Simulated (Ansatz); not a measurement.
KF (rocksalt), relaxed with r2SCAN, was run in the PAW code Ansatz under altered settings. All numbers are computed, without spin polarisation but where a row says otherwise.

```xyz
2
Lattice="0.0000 2.6590 2.6590 2.6590 0.0000 2.6590 2.6590 2.6590 0.0000" Properties=species:S:1:pos:R:3 pbc="T T T"
K     0.0000    0.0000    0.0000
F     2.6590    2.6590    2.6590
```

The base run's other keys:
```yaml
kpoints:
  mp_grid: { grid: [4, 4, 4] }
hamiltonian:
  xc: hse06
scf:
  occupations: { method: fixed }
  n_extra_bands: 4
```

It takes 13 iterations with 725 plane waves at 420 eV and 8 k points, and leaves a mean stress of +0.99 GPa. The gap over this mesh is 8.263 eV. It ran on 4 threads of Arm Neoverse N1, with other jobs on the host.

Outcomes, with energy and stress as changes against the base:
```
                                    setting            outcome  ΔF (meV/atom)  Δ mean stress (GPa)  gap on the mesh (eV)  iterations  wall time
  PBE hybrid, exx coeff 0.05, omega 0.3 1/Å          converged              –                 +0.7                 6.598           9      4.2 s
PBE hybrid, exx coeff 0.1, omega 0.2078 1/Å          converged              –                 +0.6                 7.050           9      4.2 s
   PBE hybrid, exx coeff 1.0, omega 0.3 1/Å          converged              –                 -2.7                13.567          21      6.2 s
   PBE hybrid, exx coeff 0.4, omega 0.3 1/Å          converged              –                 -0.6                 9.059          13      4.9 s
                         basis.ecutwfc: 300  converged, warned           +284                 -0.2                 8.289          12      3.5 s
```
A dash marks a value that wasn't obtained or can't be compared. Stress is positive in compression. The base took 4.5 s.

- PBE hybrid, exx coeff 0.05, omega 0.3 1/Å. That is 5 % exact exchange, screened with ω = 0.3 1/Å, against HSE06's 25 % screened at 0.208 1/Å. The mean stress moves by +0.7 GPa and the gap on the mesh by -1.665 eV (to 6.598). Totals of different functionals aren't comparable.
- PBE hybrid, exx coeff 0.1, omega 0.2078 1/Å. That is 10 % exact exchange, screened with ω = 0.2078 1/Å, against HSE06's 25 % screened at 0.208 1/Å. The mean stress moves by +0.6 GPa and the gap on the mesh by -1.213 eV (to 7.050). Totals of different functionals aren't comparable.
- PBE hybrid, exx coeff 1.0, omega 0.3 1/Å. That is 100 % exact exchange, screened with ω = 0.3 1/Å, against HSE06's 25 % screened at 0.208 1/Å. The mean stress moves by -2.7 GPa and the gap on the mesh by +5.303 eV (to 13.567). Totals of different functionals aren't comparable.
- basis.ecutwfc: 300. 459 plane waves in place of 725. The free energy moves by +284 meV an atom, the mean stress by -0.2 GPa and the gap on the mesh by +0.025 eV (to 8.289). The basis is too small: these are errors of the cutoff. Warned: cutoff below recommended.

The stress of a hybrid is loosely converged in these runs.

The meshes of the hybrids are coarse, so their gaps aren't converged to the digits shown.
